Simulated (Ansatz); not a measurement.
Two states of GdAg

```yaml
crystal:
  lattice:
    - [3.69175, 3.69175, 0.00000]
    - [0.00000, 3.69175, 3.69175]
    - [3.69175, 0.00000, 3.69175]
  atoms:
    - { symbol: Ag, position: [0.00000, 0.00000, 0.00000] }
    - { symbol: Ag, position: [0.50000, 0.50000, 0.50000] }
    - { symbol: Gd, position: [0.25000, 0.25000, 0.25000] }
    - { symbol: Gd, position: [0.75000, 0.75000, 0.75000] }
```

The numbers come from plane-wave PAW DFT (Ansatz): r2SCAN, with U_eff = 4.93 eV on Gd f (all-electron-ortho-atomic projectors), 500 eV, 6×6×6 Γ-centred k points, gaussian occupations (width 0.0488 eV). Nothing was relaxed.

State A: Gd3 up, Gd4 down (collinear spin). State B: Gd3 up, Gd4 up (collinear spin).

Which state is lower, and how do they differ?

State B is lower by 10.0 meV an atom at zero smearing.

```
state  free energy (meV/atom)  largest moment in a small sphere (μB)  net moment (μB/cell)  gap on mesh (eV)  pressure (GPa)  largest force (eV/Å)
    A                    10.2                                   7.19                  0.00             metal            -1.6                  0.00
    B                     0.0                                   7.30                 15.29             metal            -1.8                  0.00
```

Origin: a database entry at a rescaled volume.
